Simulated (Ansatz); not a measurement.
Phonons of LiH (rock salt) at Γ, L = (0.5, 0.0, 0.0), X = (0.5, 0.5, 0.0).

LiH (rock salt)

```yaml
crystal:
  lattice:
    - [0.00000, 2.00272, 2.00272]
    - [2.00272, 0.00000, 2.00272]
    - [2.00272, 2.00272, 0.00000]
  atoms:
    - { symbol: Li, position: [0.00000, 0.00000, 0.00000] }
    - { symbol: H, position: [0.50000, 0.50000, 0.50000] }
```

Level of theory: r2SCAN (plane waves to 500 eV, PAW, scalar-relativistic; Ansatz, a first-principles code). DFPT wavenumbers on a 10×10×10 k mesh, in cm⁻¹; i marks imaginary ones, q is in fractions of the reciprocal vectors of the cell shown, and the three acoustic modes at Γ are left out. The non-analytic (LO-TO) term is not included, so polar modes at Γ have their transverse values. LiH was relaxed with its symmetry unable to fall.

```tsv
q	wavenumbers (cm⁻¹)
Γ	605 (×3)
L = (0.5, 0.0, 0.0)	276 (×2), 533, 785 (×2), 1101
X = (0.5, 0.5, 0.0)	319 (×2), 421, 846 (×2), 1071
```

The structure shows no imaginary mode at these points (lowest 276 cm⁻¹ at L = (0.5, 0.0, 0.0)); other wave vectors were not tested.

Highest mode: 1101 cm⁻¹ at L = (0.5, 0.0, 0.0).
